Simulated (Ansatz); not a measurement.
This guess for FeOsC₄N₄ is about to be relaxed.

```
Fe Os C N
1.0
     5.88089    0.00000    0.00000
     0.00000    5.88089    0.00000
     0.00000    0.00000    5.88089
Fe Os C N
1 1 4 4
Direct
  0.00000 0.00000 0.00000
  0.50000 0.50000 0.50000
  0.19026 0.19026 0.19026
  0.19026 0.80974 0.80974
  0.80974 0.19026 0.80974
  0.80974 0.80974 0.19026
  0.30512 0.30512 0.30512
  0.30512 0.69488 0.69488
  0.69488 0.30512 0.69488
  0.69488 0.69488 0.30512
```

All numbers below come from DFT PBE, scalar-relativistic, plane waves, PAW in Ansatz. Cutoff 420 eV, Gaussian smearing, Γ-centred meshes. Cell and atoms relax first on a coarse mesh and then on a finer one. In between, the cell is made exact in the group found at 0.06 Å. In metals the finer mesh still leaves noise of several meV/atom or more. The steps can't lower the symmetry of their start. Collinear spin, starting moments Fe 4.0; Os 1.0 μB; they died out on the coarse mesh, so the last step has no spin.

A guess keeps its type if space group and coordination stay and the shape of the cell changes little (axis ratios within about 15 %, angles within 6°); the volume may change.

**Question.** Will the relaxed cell still be of the starting type?

**Answer.** It keeps its type. The symmetry stays P-43m (No. 215). The volume per atom shrinks by 13.0 %, from 20.3 to 17.7 Å³. The shortest distance goes from 1.17 Å (C–N) to 1.21 Å (C–N). Counting neighbours within 15 % of an atom's shortest distance, the start has C 1, Fe 4, N 1, Os 4 and the end C 1, Fe 4, N 1, Os 4.

Energies over the elements count from the elements' standard structures at the same level (N₂ as a molecule), with no fitted energy shifts.

**Question.** At what energy does it end?

**Answer.** +0.68 eV/atom. A positive value: parting into the elements would lower its energy.

The last run used an 8×8×8 mesh for its 10-atom cell and Gaussian smearing of 0.10 eV. Spin–orbit coupling, which can matter for Os, is left out. The reference form of C is held partly by dispersion forces, which this level lacks. Trial moments died out on the coarse mesh, so the last step has no spin; another magnetic start might hold. A structure relaxed within its symmetry needn't be a true minimum.
